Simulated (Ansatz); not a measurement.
NbIr₃ (Cu3Au type, space group No. 221) at seven volumes, DFT-LDA in the program Ansatz with PAW potentials, scaled uniformly. One row is withheld.

| V (Å³/atom) | P (GPa) |
|---|---|
| 13.095 | 42.57 |
| 13.527 | 25.89 |
| 13.959 | 11.84 |
| 14.390 | 0.01 |
| 14.822 | -9.94 |
| 15.254 | -18.31 |
| 15.685 | ? |

Task: Fit the shown pressures and predict the withheld one.

Result: P = (3/2)B₀(x^(7/2) − x^(5/2))[1 + (3/4)(B′ − 4)(x − 1)] with x = (V₀/V)^(2/3). Least squares on the six rows gives V₀ = 14.391 Å³/atom, B₀ = 361 GPa, B′ = 4.71. At V = 15.685, x = 0.9442 and P = -25.39 GPa. The run itself gave -25.32 GPa.

Space group Pm-3m (Cu3Au type). The workflow started from a Materials Project entry (that database holds measured and hypothetical structures alike); the Crystallography Open Database files this formula in space group No. 221, but the cells were not matched. Its standing as an ambient phase is unchecked. The LDA relaxation kept the symmetry of its start; of distortions, only those at the zone centre were tested. No spin polarisation was allowed. Scalar-relativistic: spin–orbit coupling is off unless named, which matters more the heavier the elements.

Potentials: the later of the program's two PAW sets.
